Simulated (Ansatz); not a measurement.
Zr:
Space group Ibam (No. 72); a = 5.448 Å, b = 8.292 Å, c = 6.205 Å, α = 90.00°, β = 90.00°, γ = 90.00°

```json
[
 {"atom": "Zr", "site": "4a", "symmetry": "222", "x": "0.0000", "y": "0.0000", "z": "0.2500"},
 {"atom": "Zr", "site": "8j", "symmetry": "..m", "x": "0.0813", "y": "0.3226", "z": "0.0000"}
]
```
(The calculation used a cell of 6 atoms; values per cell refer to that cell.)

Relaxed with r²SCAN+D4.

Problem. Which orbitals make up the states near the Fermi level in the program Ansatz at the r²SCAN+D4 level (PAW)?

Solution. Within 0.5 eV of the Fermi level: Zr 4d 87 %, Zr 5s 7 %. Projections are on Löwdin-orthogonalised atomic valence shells; empty p or d shells of many metals are not among them.

Problem. Tabulate the density of states.

Solution. States/eV per cell of 6 atoms, in 0.25 eV bins, energy from the Fermi level.

| E (eV) | total | Zr 4d | Zr 5s | Zr 4p |
|---|---|---|---|---|
| -5.85 | 0.00 | 0.00 | 0.00 | 0.00 |
| -5.60 | 0.15 | 0.00 | 0.14 | 0.00 |
| -5.35 | 0.32 | 0.00 | 0.28 | 0.00 |
| -5.10 | 0.44 | 0.00 | 0.39 | 0.01 |
| -4.85 | 0.55 | 0.01 | 0.49 | 0.01 |
| -4.60 | 0.67 | 0.02 | 0.58 | 0.02 |
| -4.35 | 0.80 | 0.04 | 0.69 | 0.02 |
| -4.10 | 0.95 | 0.07 | 0.80 | 0.03 |
| -3.85 | 1.16 | 0.13 | 0.94 | 0.04 |
| -3.60 | 1.45 | 0.26 | 1.09 | 0.05 |
| -3.35 | 1.66 | 0.41 | 1.14 | 0.05 |
| -3.10 | 2.39 | 0.88 | 1.38 | 0.06 |
| -2.85 | 5.01 | 2.95 | 1.86 | 0.08 |
| -2.60 | 7.73 | 5.63 | 1.86 | 0.10 |
| -2.35 | 6.82 | 5.36 | 1.26 | 0.10 |
| -2.10 | 6.32 | 5.31 | 0.83 | 0.09 |
| -1.85 | 7.10 | 6.34 | 0.57 | 0.10 |
| -1.60 | 8.67 | 7.84 | 0.57 | 0.13 |
| -1.35 | 9.07 | 8.18 | 0.56 | 0.14 |
| -1.10 | 7.35 | 6.55 | 0.46 | 0.13 |
| -0.85 | 8.68 | 7.71 | 0.50 | 0.14 |
| -0.60 | 7.70 | 6.74 | 0.51 | 0.12 |
| -0.35 | 5.82 | 5.02 | 0.46 | 0.09 |
| -0.10 | 5.92 | 5.20 | 0.39 | 0.08 |
| 0.15 | 5.76 | 5.05 | 0.36 | 0.07 |
| 0.40 | 5.64 | 4.89 | 0.32 | 0.06 |
| 0.65 | 6.01 | 5.43 | 0.24 | 0.04 |
| 0.90 | 7.94 | 7.35 | 0.27 | 0.04 |
| 1.15 | 6.53 | 5.84 | 0.32 | 0.04 |
| 1.40 | 8.94 | 8.18 | 0.36 | 0.05 |
| 1.65 | 7.39 | 6.81 | 0.25 | 0.04 |
| 1.90 | 10.31 | 9.49 | 0.34 | 0.05 |
| 2.15 | 7.60 | 6.91 | 0.33 | 0.03 |
| 2.40 | 5.60 | 5.08 | 0.26 | 0.02 |

The first step of the workflow began from a Materials Project structure, measured or hypothetical; the Crystallography Open Database copy checked does not list it. It is not the phase usual at ambient conditions (space group No. 194). The r²SCAN+D4 relaxation kept the symmetry of its start; its stability against distortions is not shown here. The run is not spin-polarised. The pairwise dispersion correction was not fitted to metals. Axis ratios of metals converge slowly with the k-mesh, so a and c are less sure than the volume. Spin–orbit coupling is left out wherever it is not named.

Potentials: the later of the program's two PAW sets.
